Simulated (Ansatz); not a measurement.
**Notes on BSbH$_{6}$**

```
CELL_PARAMETERS angstrom
6.06095 -0.07396 -0.59425
0.32905 7.28842 -0.02973
-1.16435 0.40390 4.36146
ATOMIC_POSITIONS crystal
Sb 0.48916 0.97128 0.60462
Sb 0.81139 0.36252 0.56740
H 0.95671 0.00416 0.93289
H 0.17994 0.16606 0.11375
H 0.13952 0.09201 0.75467
H 0.41145 0.80568 0.08939
H 0.87094 0.17585 0.11486
H 0.32253 0.32241 0.52415
B 0.17563 0.59175 0.02822
B 0.57018 0.58027 0.92699
H 0.71180 0.77789 0.28234
H 0.88275 0.78173 0.97516
H 0.56049 0.27839 0.96653
H 0.04958 0.35326 0.19073
H 0.01851 0.98791 0.36964
H 0.71581 0.01216 0.21115
```

Method: m-r2SCAN, no spin polarisation; PAW, plane waves to 500 eV, 3×3×4 (shifted by 0.5, 0, 0 steps) mesh, fermi-dirac occupations (width 0.1 eV) (Ansatz 0.2.0), atoms fixed.

(1) What happens at the Fermi level?

(2) Is the cell too large or too small?

(3) How is the charge shared?

(4) Where is the largest force?

(5) Describe some of the short contacts.

Origin: a disordered cell, so it need not be a known compound. Caveats: the k mesh is coarse if the cell is a metal; atoms or cell far from equilibrium; m-r2SCAN is r2SCAN with a changed spin dependence that lowers moments.

Results:

(1) It is a metal, with about 3.6 states/eV a cell as the mean within 0.25 eV of the Fermi level, mostly H s (38 %), Sb p (32 %) and B p (23 %).

(2) The pressure is -16.4 GPa (compression positive), so with the atoms held at these fractions the cell would first shrink; the forces are large, so a full relaxation may end otherwise. The principal stresses -18.5, -16.4, -14.3 GPa differ, so its shape would change too.

(3) Bader charges in e: B -0.09 to +0.07, Sb +0.58 to +0.61, H -0.15 to -0.01. In the mean Sb gives up most and H takes most.

(4) The largest is on B10: 1.00 eV/Å, components (-0.43, 0.30, 0.85). It makes 41° with the line to a nearest neighbour, H6 at 2.18 Å, pointing towards it.

(5) H–H at 1.67 Å: least valence density 0.23 e/Å³ and ELF 0.52 there. B–H at 2.11 Å: least valence density 0.22 e/Å³ and ELF 0.57 there. Sb–H at 2.60 Å: least valence density 0.16 e/Å³ and ELF 0.39 there. These are pseudo-fields; inside the PAW spheres they differ from the all-electron ones.
